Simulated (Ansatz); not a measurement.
A geometry of La2O3 away from equilibrium: the start of the relaxation of a generated trial cell of La2O3 in the Bi2Te3 structure type. These are r2SCAN (plane waves to 500 eV, PAW, scalar-relativistic; Ansatz, a quantum-chemistry and plane-wave program) values and carry that method's errors. Γ-centred k-mesh 8×8×8 on the run's cell (coarser than for final values), Fermi–Dirac smearing 0.05 eV.

```xyz
5
Lattice="1.6967 0.9796 7.8761 -1.6967 0.9796 7.8761 0.0000 -1.9591 7.8761" Properties=species:S:1:pos:R:3:forces:R:3 pbc="T T T" free_energy=-14240.519 pressure_GPa=13.4
La     0.0000     0.0000     9.4277    0.0000    0.0000    6.5809
La     0.0000     0.0000    14.2006    0.0000    0.0000   -6.5809
O      0.0000     0.0000     0.0000    0.0000    0.0000    0.0000
O      0.0000     0.0000     4.9147    0.0000    0.0000    4.8674
O      0.0000     0.0000    18.7136    0.0000    0.0000   -4.8674
```

Positions in Å, forces in eV/Å, free energy of the cell in eV (comparable only within this code, potentials and settings). Largest force: 6.58 eV/Å, on La1, La2 (atoms numbered as listed); the geometry lies 0.89 eV/atom above the end of its relaxation.

No spin polarisation in the result.

The run could not lower the symmetry of its start; a shaken copy of this end point relaxes with r2SCAN to P-3m1 (No. 164), 228 meV/atom lower.

The end of the path is a generated cell of La2O3: the first start was made by placing the elements on the sites of a structure type, and the end was not matched to a known phase here, so it may be hypothetical. Known forms of La2O3 include space group No. 164.
